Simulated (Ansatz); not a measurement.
GaSiSnN:
```
CELL_PARAMETERS angstrom
      1.90079     1.09742     6.23596
     -1.90079     1.09742     6.23596
      0.00000    -2.19485     6.23596
ATOMIC_POSITIONS crystal
  Ga 0.01155 0.01155 0.01155
  N  0.11943 0.11943 0.11943
  Sn 0.48952 0.48952 0.48952
  Si 0.62954 0.62954 0.62954
```

Relaxed with PBE. Special points in fractions of this cell's reciprocal vectors: Γ (0.000, 0.000, 0.000); T (0.500, 0.500, 0.500); H2 (0.813, 0.187, 0.500); H0 (0.500, -0.187, 0.187); L (0.500, 0.000, 0.000); S0 (0.344, -0.344, 0.000); S2 (0.656, 0.000, 0.344); F (0.500, 0.000, 0.500).

**Question.** List the band energies nearest the Fermi level at these points for plane-wave PAW PBE (Ansatz code).

**Answer.** In eV from the Fermi level; about four levels below and three above (degenerate sets whole), none deeper than 8.9 eV; points with the same levels are listed once.

```
k                     below           above
--  -----------------------  --------------
Γ   -3.11 -3.11 -2.76 -1.21  1.21 1.21 3.94
T   -4.26 -3.10 -3.10 -0.65  0.98 0.98 2.73
H2  -5.11 -3.55 -3.01 -2.10  1.51 2.00 2.56
L   -4.20 -4.03 -3.56 -0.76  0.66 2.46 2.93
S0  -5.19 -3.50 -3.14 -2.12  1.58 1.98 2.84
F   -3.39 -1.69 -0.50 -0.47  1.42 2.28 4.30
```

Space group R3m. The start of the workflow was typed in or built on a structure type; neither database checked (COD, Materials Project) lists it. Its standing as an ambient phase is unchecked. The PBE relaxation kept the symmetry of its start; its stability against distortions is not shown here. Its formation energy is positive at this level, so the cell may be metastable or incomplete. Scalar-relativistic: spin–orbit coupling is off unless named, which matters more the heavier the elements.

Potentials: the earlier of the program's two PAW sets.
